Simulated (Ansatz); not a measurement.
**NaRh: rattling a relaxed structure**

The structure comes from a generated guess, relaxed at this level; another structure or a mixture of phases may lie lower.

These are results of DFT PBE, scalar-relativistic, plane waves, PAW (Ansatz), not measurements. Plane waves to 420 eV, a k mesh through Γ of 22×22×12 on the computed 2-atom cell and Gaussian smearing (0.10 eV); no spin polarisation.

The cell below (2 atoms, space group Cmmm (No. 65)) is relaxed within its symmetry.

```
Na Rh
1.0
     1.41345   -2.33718    0.00000
     1.41345    2.33718    0.00000
     0.00000    0.00000    5.03413
Na Rh
1 1
Cartesian
  1.4134 0.0000 2.5171
  0.0000 0.0000 0.0000
```

For the test a repeat of it with 4 atoms (edges 2.73, 4.84, 5.03 Å) was strained at random (σ = 1.5 % a component), the atoms were moved at random (σ = 0.10 Å), and all was relaxed again on a coarse 8×4×4 mesh (in the run’s order of axes) with 0.20 eV smearing, with no symmetry imposed.

Problem. What happens?

Solution. It doesn't return. The energy falls by 15 meV/atom on that mesh, the volume changes by -0.2 %, and the end has space group P-6m2 (No. 187) at a loose tolerance. Relaxed again on a 12×22×22 mesh with 0.10 eV smearing, the new structure lies 17 meV/atom below the first (mesh in the axes of the run's cell; the cell below is made exact in the group named). Space group P-6m2 (No. 187), hexagonal, a = 2.763 Å, c = 5.011 Å. Na is surrounded by 6 Na at 2.76 Å and 6 Rh at 2.97 Å; Rh is surrounded by 6 Rh at 2.76 Å and 6 Na at 2.97 Å.

```
Na Rh
1.0
     2.76295    0.00000    0.00000
    -1.38147    2.39278    0.00000
     0.00000    0.00000    5.01053
Na Rh
1 1
Direct
  0.33333 0.66667 0.50000
  0.00000 0.00000 0.00000
```
